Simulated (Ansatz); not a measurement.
An Ansatz (an electronic-structure program) run. Input:

Ansatz 0.2 input:
```yaml
crystal:
  lattice:
    - [4.0976818236, 0.0, 0.0]
    - [0.0, 4.0976818236, 0.0]
    - [0.0, 0.0, 6.8320322601]
  atoms:
    - { symbol: Mg, position: [0.5, 0.5, 0.0] }
    - { symbol: Mg, position: [0.0, 0.0, 0.0] }
    - { symbol: Mg, position: [0.5, 0.0, 0.3575786472] }
    - { symbol: Mg, position: [0.0, 0.5, 0.6424213528] }
    - { symbol: Si, position: [0.5, 0.0, 0.744655238] }
    - { symbol: Si, position: [0.0, 0.5, 0.255344762] }
kpoints:
  mp_grid: { grid: [10, 10, 6] }
hamiltonian:
  xc: lda
  pseudopotentials: { kind: paw }
scf:
  occupations: { method: fermi_dirac, width: 0.1 }
phonons:
  method: dfpt
  response_accuracy: low
  eigenvectors: true
  rigid_motions: translations
```

Output (shortened):

```
Pseudopotential: Mg, paw, valence charge 10
Pseudopotential: Si, paw, valence charge 4
Functional definition: SPW92
Crystal: 6 atoms, lattice volume = 114.717 Å³
Basis set: ecut = 420 eV, 2255 PW (Γ), exchange–correlation on 60×60×96 points (8 copies of the dense FFT grid, shifted against one another)
Bands: 30, of which v1, the nominal top of the filled ones, is band 24 counted from 1 (23 counted from 0)
Symmetry: 16 space group operations
k-points: 144 of 600 (irreducible under 4 space group operations, time reversal used)
SCF iter   1: F=—  HF=-8824.279950 eV  |F-HF|=—  |Δ(HF+E_count)|=         —  Δρ=6.35e-3  dr2=2.23e-2  ethr=1.77e-3  ⟨swp⟩=6.3  Hψ=19603  notcnv=0
preconditioner: auto → Kerker (q_TF=auto, 2.360 Å⁻¹)
SCF iter   2: F=—  HF=-8824.264830 eV  |F-HF|=—  |Δ(HF+E_count)|=   1.51e-2  Δρ=2.78e-3  dr2=7.41e-3  ethr=4.65e-5  ⟨swp⟩=2.0  Hψ=8053  notcnv=0
SCF iter   3: F=—  HF=-8824.263053 eV  |F-HF|=—  |Δ(HF+E_count)|=   1.78e-3  Δρ=9.04e-4  dr2=1.35e-3  ethr=1.54e-5  ⟨swp⟩=3.0  Hψ=8370  notcnv=0
SCF iter   4: F=—  HF=-8824.262794 eV  |F-HF|=—  |Δ(HF+E_count)|=   2.59e-4  Δρ=1.21e-4  dr2=2.99e-5  ethr=2.82e-6  ⟨swp⟩=1.9  Hψ=4724  notcnv=0
SCF iter   5: F=—  HF=-8824.262789 eV  |F-HF|=—  |Δ(HF+E_count)|=   4.82e-6  Δρ=3.51e-5  dr2=2.18e-6  ethr=6.22e-8  ⟨swp⟩=2.1  Hψ=5738  notcnv=0
SCF iter   6: F=—  HF=-8824.262788 eV  |F-HF|=—  |Δ(HF+E_count)|=   1.01e-6  Δρ=8.87e-6  dr2=1.75e-7  ethr=4.54e-9  ⟨swp⟩=2.4  Hψ=6316  notcnv=0
SCF iter   7: F=—  HF=-8824.262788 eV  |F-HF|=—  |Δ(HF+E_count)|=   2.44e-8  Δρ=3.12e-6  dr2=1.56e-8  ethr=3.64e-10  ⟨swp⟩=2.9  Hψ=8107  notcnv=0
SCF iter   8: F=—  HF=-8824.262788 eV  |F-HF|=—  |Δ(HF+E_count)|=   4.45e-9  Δρ=1.03e-6  dr2=3.22e-9  ethr=3.25e-11  ⟨swp⟩=2.0  Hψ=7207  notcnv=0
SCF iter  10: F=-8824.262788 eV  HF=-8824.262788 eV  |F-HF|=0.00e0  |Δ(HF+E_count)|=  2.36e-11  Δρ=4.86e-8  dr2=4.16e-12  ethr=1.00e-12  ⟨swp⟩=5.0  Hψ=18410  notcnv=0
SCF 1 converged in 10 iterations: F = -8824.262788 eV  dr2 = 4.16e-12
DFPT response loops at Γ: preconditioner auto → Kerker (q_TF=auto, 2.360 Å⁻¹) (partly filled bands, converged f_vac=0.000) …
SCF converged after 10 iterations
Free energy (F): -8824.262788 eV
Harris-Foulkes:  -8824.262788 eV  (|F-HF|=0.00e0)
Internal energy: -8824.206399 eV  (E = F + TS)
E sigma→0 (E₀):  -8824.234594 eV
Entropy (-TS):   -0.056389 eV (-9.398 meV/atom)
Fermi energy:    6.787159 eV
--- Per-component energies (eV) ---
  E_band       = -1359.627496
  E_kinetic    = 385.152822
  E_local      = -6652.297422  (includes V_loc(G=0)·N_el)
  E_nonlocal   = 439.839920
  E_hartree    = 2415.731880
  E_xc         = -225.337061
  E_vxc        = -244.673991  (∫ρ·V_xc dr)
  E_paw        = -2056.542993  (= ΣΔE_a)
  E_vpaw       = -119.112545  (= ΣTr[D̂ρ^β])
  E_aug_tail   = 0.000015  (compensation charges beyond the density's cutoff)
  E_ewald      = -3131.524138
  E_core_change = 0.770579  (= ΣΔE_core)
  E_smearing   = -0.056389  (= −TS)
  E_closure    =  0.000000  (closes the sum)
  Σ components = -8824.262788   (vs F -8824.262788, Δ=0.00e0)
  [band-id]    e_kinetic+e_local+e_nonlocal+2·e_hartree+e_vxc+e_vpaw+e_augmentation_tail = -1359.627441   (vs E_band -1359.627496, Δ=5.56e-5)
--- Band table (eV; the first three rows and the last of 144) ---
  k-point 0: bands = ["-68.6236", "-68.6231", "-68.1572", "-68.1490", "-36.0516", "-36.0516", "-36.0506", "-36.0482", "-36.0482", "-36.0479", "-35.6152", "-35.6152", "-35.5694", "-35.5694", "-35.5691", "-35.5587", "-2.8174", "-0.9167", "1.6395", "5.4238", …
  k-point 1: bands = ["-68.6236", "-68.6231", "-68.1572", "-68.1490", "-36.0516", "-36.0516", "-36.0506", "-36.0482", "-36.0482", "-36.0478", "-35.6152", "-35.6152", "-35.5694", "-35.5694", "-35.5692", "-35.5587", "-2.7449", "-1.1525", "2.0007", "5.4851", …
  k-point 2: bands = ["-68.6236", "-68.6231", "-68.1572", "-68.1490", "-36.0516", "-36.0516", "-36.0507", "-36.0482", "-36.0482", "-36.0477", "-35.6152", "-35.6152", "-35.5694", "-35.5694", "-35.5692", "-35.5587", "-2.5394", "-1.6102", "2.8349", "4.9670", …
  k-point 143: bands = ["-68.6233", "-68.6233", "-68.1531", "-68.1531", "-36.0528", "-36.0528", "-36.0491", "-36.0491", "-36.0484", "-36.0484", "-35.6212", "-35.6212", "-35.5650", "-35.5650", "-35.5638", "-35.5638", "-0.1508", "-0.1508", "3.0174", "3.0174", …
--- Phonons (Γ-DFPT): 6 representative perturbations + reference, on 144 of 600 k-points (Σ response iterations 15) ---
  ASR residual: 1.978e-4 → 0.000e0 eV/Å²; symmetrization residual: 5.028e-5 eV/Å²
  ASR residual per site (eV/Å²): 1.22e-4 1.22e-4 1.56e-4 1.56e-4 1.98e-4 1.98e-4
  Γ frequencies (cm⁻¹): 0.00 0.00 0.00 122.67 122.67 124.47 124.47 186.25 186.25 215.01 218.17 253.56 253.56 267.14 319.66 322.36 329.08 329.08
  non-analytic LO–TO correction: not included (Born effective charges unavailable; polar crystals: no LO–TO splitting at Γ)
```

Cost: roughly 6 core-minutes on shared cores.

Space group P4/nmm. The first step of the workflow began from a Materials Project structure, measured or hypothetical; the Crystallography Open Database copy checked does not list it. It is not the phase usual at ambient conditions (space group No. 225). The LDA relaxation kept the symmetry of its start; of distortions, only those at the zone centre were tested. As this level gives no gap, phonon frequencies hold no LO–TO term and depend on the k-mesh and smearing (Fermi–Dirac, 0.1 eV here).

Potentials: the later of the program's two PAW sets.

Ansatz is a plane-wave DFT program.
